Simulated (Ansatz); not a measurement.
Sr (Im-3m): electronic heat capacity and spin susceptibility from the density of states

Computed with Ansatz, DFT PBEsol, scalar-relativistic, plane waves, PAW.

Cutoff 420 eV; k points 12×12×12 on the computed 1-atom cell (Γ-centred); Gaussian smearing, width 0.10 eV; no spin polarisation.

Relaxed cell: Im-3m, a = 4.674 Å, b = 4.674 Å, c = 4.674 Å, α = 90.00°, β = 90.00°, γ = 90.00°, 1 atom in the primitive cell. This bcc form isn't the element's structure at ambient conditions.

The density of states at the Fermi level is 0.803 states/eV in the cell of 1 atom (1 formula unit; both spins, tetrahedra on a 18×18×18 mesh). Averaged over bins of 0.1 eV the density runs from 0.9 to 1.3 states/eV within 0.2 eV of the Fermi level, so the figure hangs on the exact place of that level.

Q: What Sommerfeld coefficient and Pauli susceptibility does this give?

A: Per formula unit N(E_F) = 0.803 states/eV. γ = (π²/3) k_B² N(E_F) N_A = 2.357 mJ/(mol K²) per state/eV, so γ = 1.9 mJ/(mol K²), a mole of formula units. χ_P = μ_B² N(E_F) N_A = 3.23×10⁻⁵ emu/mol per state/eV gives 2.6×10⁻⁵ emu/mol. This is the bare band result: a measured γ of the same phase is as a rule larger by a factor 1 + λ from phonons and spin fluctuations, the spin part of χ is larger by the Stoner factor, and a measured χ also holds orbital and core terms. N(E_F) at one energy is sensitive to the mesh where the density of states has sharp peaks.

Cost: 1 run of about 0.17 core-minutes, on Arm Neoverse V1 (shared hosts).